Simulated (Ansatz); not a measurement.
A distorted cell of Au (fcc, Cu type):

```yaml
crystal:
  lattice:
    - [0.00000, 4.15718, 4.15718]
    - [2.07859, 0.00000, 2.07859]
    - [2.07859, 2.07859, 0.00000]
  atoms:
    - { symbol: Au, position: [0.00000, 0.95352, 0.03002] }
    - { symbol: Au, position: [0.50000, 0.04648, 0.96998] }
```

Method: PBE (plane waves to 420 eV, PAW, scalar-relativistic; Ansatz, a program for electronic structure). k mesh 19×19×19 (Γ-centred), Fermi-Dirac smearing 0.05 eV. Compression counts positive. With partly filled bands, energies and forces of such displacements shift with the k mesh and the smearing. Au was relaxed with its symmetry unable to fall. Spin-orbit coupling is left out, though Au is heavy.

Task: Predict the force on every atom, in eV/Å.

Result: 
```json
[
 {"atom": "Au1", "Fx": "0.083", "Fy": "-0.138", "Fz": "0.175"},
 {"atom": "Au2", "Fx": "-0.083", "Fy": "0.138", "Fz": "-0.175"}
]
```

Task: Give the stress tensor in GPa and the pressure.

Result: 
```
    1.2     -1.1     -0.9
   -1.1      0.8      0.7
   -0.9      0.7     -0.1
```
The pressure, a third of the trace, is 0.7 GPa.

(A displaced cell: forces are minus the slopes of the energy, force constants its curvatures, and phonons follow from these.)
